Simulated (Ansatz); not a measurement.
MgS (rock salt, Fm-3m), the program Ansatz at the r²SCAN level (PAW): ε∞ = 4.90, cell volume 35.22 Å³. Infrared-active transverse modes:

| ω_TO (cm⁻¹) | oscillator strength S_xx (e²/amu) |
|---|---|
| 236.7 | 0.3846 |

Question: Compute the static dielectric constant.

Answer: Each mode adds (4.921e7/V) S/ω²: 9.59. So ε0 = 14.5.

Question: What LO frequency does the Lyddane–Sachs–Teller relation give?

Answer: ω_LO = ω_TO √(ε0/ε∞) = 407 cm⁻¹.

The cell was relaxed with r²SCAN under the symmetry of its start; phonons on a q-mesh show no instability.

Potentials: the later of the program's two PAW sets.
